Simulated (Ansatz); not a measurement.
All numbers below come from DFT PBE, scalar-relativistic, plane waves, PAW (Ansatz 0.2.0). All cells share a 420 eV cutoff and Γ-centred k meshes spaced at most about 0.3 Å⁻¹ (about 0.25 or finer for metals, 2π included). No spin polarisation in the final relaxations.

All energies are static (0 K, no zero-point motion).

Two forms of Be₂Se were relaxed alike.

A.

Space group F-43m (No. 216). a = 5.559 Å, b = 5.559 Å, c = 5.559 Å, α = 90.00°, β = 90.00°, γ = 90.00°
```
atom  site  symmetry       x       y       z
  Be    4c      -43m  0.2500  0.2500  0.2500
  Be    4b      -43m  0.5000  0.0000  0.0000
  Se    4a      -43m  0.0000  0.0000  0.0000
```

B.

Space group P-3m1 (No. 164). a = 3.349 Å, b = 3.349 Å, c = 4.315 Å, α = 90.00°, β = 90.00°, γ = 120.00°
```
atom  site  symmetry       x       y       z
  Be    2d       3m.  0.3333  0.6667  0.6882
  Se    1a      -3m.  0.0000  0.0000  0.0000
```

Question: Which would you expect to be lower, and how large is the difference?

Answer: B is lower, by 227 meV/atom. A has space group F-43m (No. 216), 14.3 Å³/atom and no gap on its mesh; B has the anti-cadmium iodide type, space group P-3m1 (No. 164), 14.0 Å³/atom and no gap. Counting Se atoms around Be (those within 1.25 times the shortest such distance or 1.15 times the sum of covalent radii; the shortest distance is added where it is long for a bond; a slash parts the counts of unlike sites), A has Be 4/6 from 2.8 Å and B has Be 3. Even the lower one lies +0.30 eV/atom against the reference forms of the elements (uncorrected), so neither is stable at this level. Both come from invented guesses. A third cell relaxed alike, in C2/m, lies 0.42 eV/atom below the lower of the two; the P-3m1 cell fell into it when its atoms were moved at random.

The zero gap of F-43m may come from the functional, which often closes small gaps, or the cell may be a true semimetal. Cells relaxed within their symmetry can be saddle points.
